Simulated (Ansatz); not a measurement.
A distorted cell of Mg (hcp, Mg type):

```
Mg
1.0
    3.18616     0.00000     0.00000
   -1.59308     2.75930     0.00000
    0.00000     0.00000     5.22349
Mg
2
Direct
  0.33333   0.66667   0.76595
  0.66667   0.33333   0.23405
```

These are PBE (plane waves to 420 eV, PAW, scalar-relativistic; Ansatz, a quantum-chemistry and plane-wave program) values and carry that method's errors. k mesh 17×17×9 (Γ-centred), Fermi-Dirac smearing 0.05 eV. Stress and pressure are positive under compression. With partly filled bands, energies and forces of such displacements shift with the k mesh and the smearing. Mg was relaxed with its symmetry unable to fall. The PAW data are Ansatz's earlier set.

What forces act on the atoms (eV/Å, Cartesian)?


| atom | Fx | Fy | Fz |
|---|---|---|---|
| Mg1 | 0.000 | 0.000 | -0.449 |
| Mg2 | 0.000 | 0.000 | 0.449 |

What is the stress tensor (GPa)?


```
    0.2      0.0      0.0
    0.0      0.2      0.0
    0.0      0.0      0.7
```
The pressure, a third of the trace, is 0.4 GPa.

(A displaced cell: forces are minus the slopes of the energy, force constants its curvatures, and phonons follow from these.)
